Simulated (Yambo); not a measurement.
Given:

```
AlPO4
1.0
    5.28604     0.00000     0.00000
   -2.64302     4.57784     0.00000
    0.00000     0.00000     8.62942
O Al P
8 2 2
Direct
  0.02146   0.51073   0.49543
  0.51073   0.02146   0.99543
  0.48927   0.51073   0.49543
  0.97854   0.48927   0.99543
  0.48927   0.97854   0.49543
  0.51073   0.48927   0.99543
  0.33333   0.66667   0.26155
  0.66667   0.33333   0.76155
  0.33333   0.66667   0.06195
  0.66667   0.33333   0.56195
  0.66667   0.33333   0.93699
  0.33333   0.66667   0.43699
```

Workflow: norm-conserving LDA (Quantum ESPRESSO, 84 Ry, without SOC), then G0W0 in Yambo (3×3×1 Γ-centred k mesh, 297 bands and a 7 Ry block in the screening, 297 bands in G with the Bruneval-Gonze terminator, plasmon pole fitted at 27.2 eV).

Give the LDA and G0W0 gaps between the band edges found on this mesh, and say where the edges lie.

Edges: Γ → Γ. LDA: 5.34 eV; G0W0: 8.56 eV. Nearest settings tried, and what they do to the gap: 230 bands in W, 230 bands in G: -1 meV; 6 Ry block (361 vectors against 451): -55 meV; 3×3×2 mesh: +4 meV. So the settings aren't converged at that level. 

Geometry of the Materials Project entry, not relaxed at this level.
